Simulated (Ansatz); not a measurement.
Al$_{2}$ZnTe$_{4}$ in space group I-4 (No. 82; Al on 2d, Al on 2b, Zn on 2a, Te on 8g) under volume change, DFT-r²SCAN in the program Ansatz with PAW potentials, shape and atoms relaxed at each volume.

| V (Å³/atom) | E − E(relaxed) (meV/atom) | P (GPa) |
|---|---|---|
| 28.255 | 32.6 | 4.09 |
| 29.186 | 13.6 | 2.52 |
| 30.118 | 3.2 | 1.15 |
| 31.049 | 0.0 | 0.00 |
| 31.981 | 2.8 | -0.95 |
| 32.912 | 10.8 | -1.76 |
| 33.844 | 23.1 | -2.45 |

Problem. What does a third-order Birch–Murnaghan fit give for V₀, B₀ and B′?

Solution. V₀ = 31.06 Å³/atom, B₀ = 34.8 GPa, B′ = 4.6.

The workflow started from a Materials Project entry (that database holds measured and hypothetical structures alike); the Crystallography Open Database files this formula in space group No. 82, but the cells were not matched. Its standing as an ambient phase is unchecked. The cell was relaxed with r²SCAN under the symmetry of its start; whether a distortion lowers the energy is not shown. Scalar-relativistic: spin–orbit coupling is off unless named, which matters more the heavier the elements.

Potentials: the later of the program's two PAW sets.
